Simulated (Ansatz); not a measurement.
This cell of HfN (rock salt) is off equilibrium:

```yaml
crystal:
  lattice:
    - [0.00000, 2.27394, 2.27394]
    - [2.27394, 0.00000, 2.27394]
    - [2.27394, 2.27394, 0.00000]
  atoms:
    - { symbol: N, position: [0.12460, 0.02492, 0.87540] }
    - { symbol: Hf, position: [0.50000, 0.50000, 0.50000] }
```

The numbers are results of PBE (plane waves to 420 eV, PAW, scalar-relativistic; Ansatz, a quantum-chemistry and plane-wave program), not measurements. k mesh 14×14×14 (Γ-centred), Fermi-Dirac smearing 0.05 eV. The energy includes the smearing's −TS. Compression counts positive. With partly filled bands, energies and forces of such displacements shift with the k mesh and the smearing. HfN is run without spin polarisation. HfN was relaxed with its symmetry unable to fall. Spin-orbit coupling is left out, though Hf is heavy.

Problem. Predict the force on every atom, in eV/Å.

Solution. 
| atom | Fx | Fy | Fz |
|---|---|---|---|
| N1 | 2.100 | 0.000 | -4.122 |
| Hf2 | -2.100 | 0.000 | 4.122 |

Problem. What is the stress tensor (GPa)?

Solution. 
```
   16.8      0.0      6.1
    0.0      2.3      0.0
    6.1      0.0     41.6
```
The pressure, a third of the trace, is 20.3 GPa.

Problem. In it atom 1 sits (-0.227, 0.000, 0.340) Å away from its relaxed site. What is its energy relative to the relaxed cell?

Solution. 925 meV/cell.

(A displaced cell: forces are minus the slopes of the energy, force constants its curvatures, and phonons follow from these.)
